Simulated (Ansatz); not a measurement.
Cs3GaF6 in Ansatz, relaxation

The command:

```bash
ansatz run input.yaml --threads 2 --pin off --max-ram 3584MiB --backend cpu --events-out ev --progress --plain --runs-dir out
```

input.yaml:

```yaml
crystal:
  lattice:
    - [0.0, 4.718672, 4.718672]
    - [4.718672, 0.0, 4.718672]
    - [4.718672, 4.718672, 0.0]
  atoms:
    - { symbol: Cs, position: [0.75, 0.75, 0.75] }
    - { symbol: Cs, position: [0.25, 0.25, 0.25] }
    - { symbol: Cs, position: [0.0, 0.0, 0.0] }
    - { symbol: Ga, position: [0.5, 0.5, 0.5] }
    - { symbol: F, position: [0.2965, 0.7035, 0.7035] }
    - { symbol: F, position: [0.7035, 0.2965, 0.7035] }
    - { symbol: F, position: [0.7035, 0.2965, 0.2965] }
    - { symbol: F, position: [0.2965, 0.7035, 0.2965] }
    - { symbol: F, position: [0.7035, 0.7035, 0.2965] }
    - { symbol: F, position: [0.2965, 0.2965, 0.7035] }
  symmetry: { tolerance: 0.0003 }
kpoints:
  mp_grid: { grid: [5, 5, 5], shift: [0, 0, 0] }
magnetization:
  spin_polarized: false
scf:
  occupations: { method: cold, width: 0.0186 }
  lower_state_search: "off"
hamiltonian:
  pseudopotentials: { kind: paw }
  xc: r2scan
basis:
  ecutwfc: 500
  fft_grid_basis: typed
relax:
  max_steps: 40
  cell: { p_target: 0.0 }
  f_tol: 0.03
output:
  forces: true
  stress: true
  eigenvalues: true
  bader: true
  populations: true
  elf: true
  write_potential: true
  volumetric_format: npy
  dos:
    e_range: [-12, 8]
    de: 0.05
    projected: { site_lists: { Cs: [Cs], F: [F], Ga: [Ga] } }
  write_density: true
checkpoint:
  read: saved_state
```

Origin of the cell: a database entry, scaled a little.

The saved state is a converged single point of the same cell.

Steps («new basis» is an SCF on plane waves selected anew at the same cell):

```json
{"step": "1", "ΔF (meV/atom)": "0.0", "max force component (eV/Å)": "0.331", "P (GPa)": "-1.06", "volume (Å³)": "210.13", "SCF iterations": "5", "step was": "accepted"}
{"step": "2", "ΔF (meV/atom)": "-1.8", "max force component (eV/Å)": "0.146", "P (GPa)": "-0.51", "volume (Å³)": "208.80", "SCF iterations": "5", "step was": "accepted"}
{"step": "3", "ΔF (meV/atom)": "-2.3", "max force component (eV/Å)": "0.002", "P (GPa)": "0.07", "volume (Å³)": "206.93", "SCF iterations": "5", "step was": "accepted"}
{"step": "4", "ΔF (meV/atom)": "-2.2", "max force component (eV/Å)": "0.013", "P (GPa)": "-0.03", "volume (Å³)": "207.67", "SCF iterations": "6", "step was": "accepted"}
{"step": "5", "ΔF (meV/atom)": "-2.1", "max force component (eV/Å)": "0.013", "P (GPa)": "-0.02", "volume (Å³)": "207.67", "SCF iterations": "5", "step was": "new basis"}
```

Step 1, with forces in eV/Å:

```xyz
10
Lattice="0.000 4.719 4.719 4.719 0.000 4.719 4.719 4.719 0.000" Properties=species:S:1:pos:R:3:forces:R:3 pbc="T T T" step=1
Cs    7.078    7.078    7.078    0.000    0.000    0.000
Cs    2.359    2.359    2.359    0.000    0.000    0.000
Cs    0.000    0.000    0.000    0.000    0.000    0.000
Ga    4.719    4.719    4.719    0.000    0.000    0.000
F     6.639    4.719    4.719   -0.331    0.000    0.000
F     4.719    6.639    4.719    0.000   -0.331    0.000
F     2.798    4.719    4.719    0.331    0.000    0.000
F     4.719    2.798    4.719    0.000    0.331    0.000
F     4.719    4.719    6.639    0.000    0.000   -0.331
F     4.719    4.719    2.798    0.000    0.000    0.331
```

Step 2, with forces in eV/Å:

```xyz
10
Lattice="0.000 4.709 4.709 4.709 0.000 4.709 4.709 4.709 0.000" Properties=species:S:1:pos:R:3:forces:R:3 pbc="T T T" step=2
Cs    7.063    7.063    7.063    0.000    0.000    0.000
Cs    2.354    2.354    2.354    0.000    0.000    0.000
Cs    0.000    0.000    0.000    0.000    0.000    0.000
Ga    4.709    4.709    4.709    0.000    0.000    0.000
F     6.618    4.709    4.709   -0.146    0.000    0.000
F     4.709    6.618    4.709    0.000   -0.146    0.000
F     2.800    4.709    4.709    0.146    0.000    0.000
F     4.709    2.800    4.709    0.000    0.146    0.000
F     4.709    4.709    6.618    0.000    0.000   -0.146
F     4.709    4.709    2.800    0.000    0.000    0.146
```

Step 5, with forces in eV/Å:

```xyz
10
Lattice="0.000 4.700 4.700 4.700 0.000 4.700 4.700 4.700 0.000" Properties=species:S:1:pos:R:3:forces:R:3 pbc="T T T" step=5
Cs    7.050    7.050    7.050    0.000    0.000    0.000
Cs    2.350    2.350    2.350    0.000    0.000    0.000
Cs    0.000    0.000    0.000    0.000    0.000    0.000
Ga    4.700    4.700    4.700    0.000    0.000    0.000
F     6.600    4.700    4.700    0.013    0.000    0.000
F     4.700    6.600    4.700    0.000    0.013    0.000
F     2.800    4.700    4.700   -0.013    0.000    0.000
F     4.700    2.800    4.700    0.000   -0.013    0.000
F     4.700    4.700    6.600    0.000    0.000    0.013
F     4.700    4.700    2.800    0.000    0.000   -0.013
```

- Free energy lowered by: 2.1 meV/atom
- Volume change: -1.17 %
- Final pressure: -0.02 GPa
- Relaxation steps listed: 5
- Formation energy (elements under the same functional, gases as molecules, uncorrected): -3.037 eV/atom

Caveats: the relaxation held the start's symmetry, so the end may be a saddle point.

Time: 43 s on 2 threads of Intel(R) Xeon(R) 6975P-C (Granite Rapids), with other jobs on the host, peak memory 1.2 GiB, from a saved density.
